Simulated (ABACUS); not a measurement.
Parameter sweep on GaSb (F-43m, 2 atoms in the cell; from Materials Project mp-1156)

```yaml
crystal:
  lattice:
    - [0.00000, 3.06860, 3.06860]
    - [3.06860, 0.00000, 3.06860]
    - [3.06860, 3.06860, 0.00000]
  atoms:
    - { symbol: Ga, position: [0.00000, 0.00000, 0.00000] }
    - { symbol: Sb, position: [0.75000, 0.75000, 0.75000] }
```

Base run A: PBEsol, PseudoDojo 0.4 standard norm-conserving PBEsol (tails mended) pseudopotentials in ABACUS 3.10.1, self-consistent single point.

Its settings: KPT = MP 9 9 9 0 0 0; basis_type = pw; dft_functional = PBESOL; ecutwfc = 80 Ry; smearing_method = mv; smearing_sigma = 0.00999582 Ry; potentials = PseudoDojo 0.4 standard norm-conserving PBEsol (tails mended); symmetry = 1; ks_solver = dav; scf_nmax = 100; scf_thr = 1.0e-09 Ry; mixing_type = broyden; mixing_beta = 0.4.

The structure comes from a collection of computed structures, made at another level of theory; the collection holds predicted forms beside known ones.

Absolute energies have different zeros for different potentials, functionals, Hubbard and dispersion terms and are not compared across them.

Runs:
- B: dft_functional: PBESOL → PWLDA; ecutwfc: 80 Ry → 84 Ry; pseudopotentials: PseudoDojo 0.4 standard norm-conserving PBEsol (tails mended) → PseudoDojo 0.4 standard norm-conserving LDA (tails mended) [LDA (PW92)]
- C: dft_functional: PBESOL → PBE; pseudopotentials: PseudoDojo 0.4 standard norm-conserving PBEsol (tails mended) → PseudoDojo 0.5 standard norm-conserving PBE (tails mended) [PBE]
- D: dft_functional: PBESOL → GGA_X_RPBE+GGA_C_PBE; pseudopotentials: PseudoDojo 0.4 standard norm-conserving PBEsol (tails mended) → PseudoDojo 0.5 standard norm-conserving PBE (tails mended) [RPBE]
- E: dft_functional: PBESOL → GGA_X_PBE_R+GGA_C_PBE; pseudopotentials: PseudoDojo 0.4 standard norm-conserving PBEsol (tails mended) → PseudoDojo 0.5 standard norm-conserving PBE (tails mended) [revPBE]
- F: dft_functional: PBESOL → GGA_X_B88+GGA_C_LYP; pseudopotentials: PseudoDojo 0.4 standard norm-conserving PBEsol (tails mended) → PseudoDojo 0.5 standard norm-conserving PBE (tails mended) [BLYP]
- G: dft_functional: PBESOL → GGA_X_WC+GGA_C_PBE; pseudopotentials: PseudoDojo 0.4 standard norm-conserving PBEsol (tails mended) → PseudoDojo 0.5 standard norm-conserving PBE (tails mended) [Wu-Cohen GGA]
- H: dft_functional: PBESOL → GGA_X_PW91+GGA_C_PW91; pseudopotentials: PseudoDojo 0.4 standard norm-conserving PBEsol (tails mended) → PseudoDojo 0.5 standard norm-conserving PBE (tails mended) [PW91]

**Question.** What does run B change against A?

**Answer.** The pressure goes from -0.69 to -2.22 GPa.

**Question.** What does run D change against A?

**Answer.** The pressure goes from -0.69 to 3.42 GPa.

**Question.** What does run G change against A?

**Answer.** The pressure goes from -0.69 to -0.58 GPa.

```json
[
 {"run": "A", "pressure (GPa)": "-0.69"},
 {"run": "B", "pressure (GPa)": "-2.22"},
 {"run": "C", "pressure (GPa)": "1.74"},
 {"run": "D", "pressure (GPa)": "3.42"},
 {"run": "E", "pressure (GPa)": "2.97"},
 {"run": "F", "pressure (GPa)": "4.55"},
 {"run": "G", "pressure (GPa)": "-0.58"},
 {"run": "H", "pressure (GPa)": "1.61"}
]
```

Some of these runs use potentials made for another functional than their own.

“Tails mended”: in these copies of the files the far tail of each local potential was reset to the Coulomb form.
